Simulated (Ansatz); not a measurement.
NbN (space group P6_3/mmc)

```xyz
8
Lattice="2.9471 0.0000 0.0000 -1.4736 2.5523 0.0000 0.0000 0.0000 11.0898" Properties=species:S:1:pos:R:3 pbc="T T T"
Nb     1.4736     0.8508     9.7391
Nb     0.0000     1.7015     1.3507
Nb     0.0000     1.7015     4.1942
Nb     1.4736     0.8508     6.8956
N      0.0000     0.0000     0.0000
N      0.0000     0.0000     5.5449
N      1.4736     0.8508     2.7725
N      0.0000     1.7015     8.3174
```

The slice is a (1 -1 0 0) plane (indices of the conventional cell) through the point (0.667, 0.333, 0.250) (fractional), spanned by u = [110] and v = [001] in vectors of this cell: u (2.95 Å) and v (11.09 Å, at 90° to u). It covers one period; positions are fractions (u, v).

Computed with LDA (plane waves to 420 eV, PAW, scalar-relativistic; Ansatz, an electronic-structure program). k mesh 18×18×5. Inside the PAW spheres the values are not all-electron values, and peaks at nuclei hang on which shells count as valence. NbN is run without spin polarisation. NbN was relaxed with its symmetry unable to fall.

Question: Sketch the valence electron density on this plane as a map.

Answer: 
```
|76421246|
|33234323|
|11246421|
|00234320|
|00133310|
|01234321|
|54223224|
|99521259|
|99721279|
|98521258|
|43223223|
|11233321|
|43223223|
|98521258|
|99721279|
|99521259|
|54223224|
|01234321|
|00133310|
|00234320|
|11246421|
|33234323|
|76421246|
|88520258|
```
Scale: ten equal steps from -0.82 (start of '0') to 0.71 (end of '9'), in the order '0123456789'. Values: log₁₀ of the valence density in e/Å³. The map has 8 points along u (one character each, u = 0 at the left) and 24 along v (v = 0 in the bottom row). The scale is logarithmic, as a density can span decades between atoms and voids.
